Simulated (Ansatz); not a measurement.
Compressing As$_{2}$Se: a fit and a missing row

As$_{2}$Se, I4_1/amd, a = 6.940 Å, c = 5.231 Å. The structure is a Materials Project entry; whether it is the stable form wasn't checked. Ansatz: PBEsol, PAW, 420 eV, Γ-centred 8×8×8 mesh on 6 atoms, Gaussian smearing 0.10 eV; no spin polarisation. Shape and atoms are relaxed at each volume; pressure is positive in compression.

| V (Å³/atom) | P (GPa) |
| --- | --- |
| 18.477 | 11.91 |
| 19.107 | 8.34 |
| 19.737 | 5.14 |
| 20.366 | ? |
| 20.996 | 0.00 |
| 21.626 | -2.08 |
| 22.256 | -3.87 |
| 23.096 | -5.86 |

Take V0 = 20.996 Å³/atom, fit the third-order Birch–Murnaghan form to the other rows, and predict the missing pressure.

With the Eulerian strain f = ½[(V0/V)^(2/3) − 1] and y = P/[3f(1 + 2f)^(5/2)], the form is the line y = B0 + 1.5 B0 (B0′ − 4) f. Rows (f, y): 0.04447, 72.1; 0.03243, 73.3; 0.02104, 73.5; -0.00976, 74.6; -0.01905, 74.6; -0.03079, 74.4. Means f = 0.006390, y = 73.750; Σ(Δf)² = 0.004633, ΣΔfΔy = -0.1377; the slope is their ratio. y = 73.94 − 29.73 f GPa, so B0 = 73.9 GPa and B0′ = 4 + 2 × (-29.73)/(3 × 73.94) = 3.73. At V = 20.366, f = 0.01026, y = 73.63 and P = 2.38 GPa. The run gave 2.36 GPa, so the fit is 0.02 GPa too high, within the rms miss on the fitted rows (0.04 GPa).